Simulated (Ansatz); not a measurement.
ZrSiO in space group P4/nmm (No. 129; Zr on 2c, Si on 2a, O on 2c), plane-wave PAW r²SCAN (Ansatz code), all energies at zero smearing, with the estimated change up to a 700 eV cutoff added, with one set of potentials and settings (totals compare only within such a set). Cell of 6 atoms (2 Zr, 2 Si, 2 O): -10811.831 eV.

| element | reference phase | E (eV/atom) |
|---|---|---|
| Zr | P6_3/mmc, 2 atoms in the cell | -4195.0260 |
| Si | Fd-3m, 2 atoms in the cell | -639.0667 |
| O | C2/m, 4 atoms in the cell, spin-polarised | -566.0281 |

Formation energy per atom, worked out: (-10811.831 − 2×(-4195.0260) − 2×(-639.0667) − 2×(-566.0281))/6 = -1.932 eV/atom (-186 kJ per mol of atoms), at 0 K, without zero-point energy or fitted corrections.

The workflow started from a Materials Project entry (that database holds measured and hypothetical structures alike); the Crystallography Open Database copy checked does not list it. Whether it is the stable phase at ambient conditions was not checked. Symmetry was held in the r²SCAN relaxation; whether a distortion lowers the energy is not shown. The run is not spin-polarised. The references are the lowest solids computed at this level, not always the standard phases (solids in place of the gases).

Potentials: the later of the program's two PAW sets.
